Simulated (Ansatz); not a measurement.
# Structure relaxation, TaSi₂

The start is a randomly generated symmetric cell of TaSi2 (space group No. 191). A full variable-cell relaxation at zero pressure is run with PBEsol (plane waves to 420 eV, PAW, scalar-relativistic; Ansatz, an electronic-structure program). The first steps use a 9×9×11 k-mesh.

Starting cell:
```yaml
crystal:
  lattice:
    - [4.39111, 0.00000, 0.00000]
    - [-2.19556, 3.80282, 0.00000]
    - [0.00000, 0.00000, 2.99786]
  atoms:
    - { symbol: Si, position: [0.33333, 0.66667, 0.00000] }
    - { symbol: Si, position: [0.66667, 0.33333, 0.00000] }
    - { symbol: Ta, position: [0.00000, 0.00000, 0.50000] }
```

Q: How large is the pressure on the unrelaxed cell, and of which sign?

A: -17.7 GPa (negative: the cell is under tension).

Q: How does the volume per atom move from start to end?

A: -13.4 %, from 16.69 to 14.45 Å³/atom.

Q: What band gap does the relaxed structure have at this level?

A: Zero (metallic).

The space group stays P6/mmm (No. 191) (the run could not lower it), with 3 atoms in the primitive cell. Final values are on a 12×12×18 k-mesh of the relaxed cell. No spin polarisation in the result. The relaxed primitive cell holds an odd number of electrons. A magnetic state may lie lower.

The run could not lose the symmetry of its start, so the end can be a saddle point.

All atoms sit on sites fixed by symmetry, so only the cell could relax.

The relaxed structure here is a generated cell of TaSi2: the first start was made by a random draw of sites in a space group, and the end was not matched to a known phase here, so it may be hypothetical. Known forms of TaSi2 include space group No. 181.
